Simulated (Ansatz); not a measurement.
Hf (hcp, Mg type)

```
CELL_PARAMETERS angstrom
      3.15898     0.00000     0.00000
     -1.57949     2.73576     0.00000
      0.00000     0.00000     4.99983
ATOMIC_POSITIONS crystal
  Hf 0.33333 0.66667 0.75000
  Hf 0.66667 0.33333 0.25000
```

Equation-of-state scan: isotropic scaling of the cell above, V₀ being its volume. Symmetry pins the atoms to their sites.

These are PBEsol (plane waves to 420 eV, PAW, scalar-relativistic; Ansatz, a first-principles code) values and carry that method's errors. k mesh 17×17×9 (Γ-centred), Fermi-Dirac smearing 0.05 eV. E stands for the smeared free energy. Stress and pressure are positive under compression. With the shape held, the modulus is that of even scaling; a crystal free to change shape is softer. Hf is run without spin polarisation. Hf was relaxed with its symmetry unable to fall. Spin-orbit coupling is left out, though Hf is heavy. The PAW data are Ansatz's earlier set. ΔE is measured from the relaxed starting cell. The last digit holds for this mesh only.

| V (Å³/atom) | ΔE (meV/atom) |
|---|---|
| 19.444 | 89.2 |
| 19.984 | 48.2 |
| 20.525 | withheld |
| 21.065 | 5.0 |
| 21.605 | 0.0 |
| 22.145 | 4.6 |
| 22.685 | 17.8 |
| 23.225 | 38.7 |
| 23.765 | 66.5 |

Fit a third-order Birch-Murnaghan form (E₀, V₀, B₀, B₀′ free) to the given rows and predict ΔE at V = 20.525.

Least squares on the 8 given rows: ΔE = E₀ + (9V₀B₀/16)·y²·[2 + (B₀′ − 4)y], y = (V₀/V)^(2/3) − 1, with V₀ = 21.605 Å³/atom, B₀ = 113.5 GPa (160.2 GPa = 1 eV/Å³; the term in eV is multiplied by 1000), B₀′ = 3.38, E₀ = 0.00 meV/atom; root-mean-square residual 0.03 meV/atom. At 20.525 the fit gives 20.6 meV/atom; the calculation gives 20.6 meV/atom, the same to the digits shown. For the pressure the fit gives 6.3 GPa against the computed 6.4 GPa.

(A scan under strain: stresses follow from slopes of the energy per volume, elastic moduli from its curvatures.)
